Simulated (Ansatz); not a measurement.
In PBE in the plane-wave PAW code Ansatz, ZrMo in the CsCl type structure (Pm-3m) relaxes to a = 3.341 Å. Its formation energy from the elements is 0.074 eV/atom, with no fitted shifts.

Electronic character: metallic (no gap). Gap from PBE with spin–orbit coupling: none (metallic).

An equation-of-state fit gives a bulk modulus of 150 GPa.

The start of the workflow was typed in or built on a structure type; neither database checked (COD, Materials Project) lists it. Its standing as an ambient phase is unchecked. The cell was relaxed with PBE under the symmetry of its start; whether a distortion lowers the energy is not shown. The run is not spin-polarised. The references are the lowest solids computed at this level, not always the standard phases. Scalar-relativistic: spin–orbit coupling is off unless named, which matters more the heavier the elements.

Potentials: the earlier of the program's two PAW sets.
